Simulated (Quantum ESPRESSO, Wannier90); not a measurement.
Wannier functions of Zn$_{2}$SeS (R3m)

```
begin unit_cell_cart
ang
   -1.9537499426    3.3839941658    0.0000000000
   -3.9074998851    0.0000000000    0.0000000000
   -1.9537499426    1.1279980553    6.3836530000
end unit_cell_cart
begin atoms_frac
Zn  -0.0037370000 -0.0037370000  0.0112110000
Zn  -0.4963700000 -0.4963700000  0.4891100000
Se   0.3754800000  0.3754800000 -0.1264400000
S   -0.1253470000 -0.1253470000  0.3760410000
end atoms_frac
```

Structure: Materials Project mp-1215446, symmetrised, not relaxed again. Not found in the COD (Crystallography Open Database) copy used; not checked further. Method: PBEsol plane waves in Quantum ESPRESSO 7.5 (PseudoDojo norm-conserving files, 69 Ry, no spin polarisation, no spin-orbit coupling), Bloch states on a 6×6×6 mesh through Γ, Wannier90 4.0.1. Density: 10×10×10 mesh, cold smearing 0.01 Ry. Spin-orbit coupling, left out, would split the p-like bands by a few tenths of an eV.

Bands 14-15 form an isolated set from -13.41 to -12.22 eV relative to the valence-band maximum (on the path) and are turned into 2 Wannier functions by minimising the spread from the start: atomic waves S 3s, Se 4s.

Task: Where do the functions sit, how wide are they and what are they made of?

Result: 
```tsv
functions	spread (Å²)	nearest atom, distance (Å)	second atom, distance (Å)	weight on atomic waves
1	1.32	Se 0.01	Zn 2.42	Se 4s 86 %, Zn 4s 10 %
1	1.23	S 0.02	Zn 2.31	S 3s 85 %, Zn 4s 11 %
```

Ω_I = 2.55 Å², Ω_total = 2.55 Å²; the interpolated bands follow pw.x to 0.0 meV rms on the path. Only this start was tried; a symmetric start can stop on a saddle, and mixtures of these functions could lower the total by at most Ω_total − Ω_I.
